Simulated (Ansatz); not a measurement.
**Pt interstitial in Pt**

Theory: DFT LDA, scalar-relativistic, plane waves, PAW (Ansatz 0.2.0). Run with 420 eV cutoff, 4×4×4 k-mesh, Gaussian smearing of 0.10 eV, no spin polarisation.

Host crystal, relaxed:

```
CELL_PARAMETERS angstrom
0.00000 1.94688 1.94688
1.94688 0.00000 1.94688
1.94688 1.94688 0.00000
ATOMIC_POSITIONS crystal
Pt 0.00000 0.00000 0.00000
```

Supercell of 27 atoms, rows in host cell vectors: 3 0 -3; 0 0 -3; 0 3 -3. Atoms relax at the host's cell from a start displaced at random by 0.06 Å near the defect, so other minima may exist. The cell is small, so energies carry finite-size errors of tenths of an eV. The host is a metal.

Spin-orbit coupling is left out, which matters for the bands and energies of heavy elements.

Defect: Pt interstitial set at (0.500, 0.500, 0.500) of the host cell. Before relaxation its nearest neighbours are 6 Pt at 1.95 Å.

| charge | moment (μB) | largest move (Å) | atoms near the site |
| --- | --- | --- | --- |
| 0 | 0.00 | 0.38 | 6 Pt at 2.33 Å |

Cost: 2 runs of about 61 core-minutes in all, on Intel Xeon Processor @ 2.70GHz (shared hosts).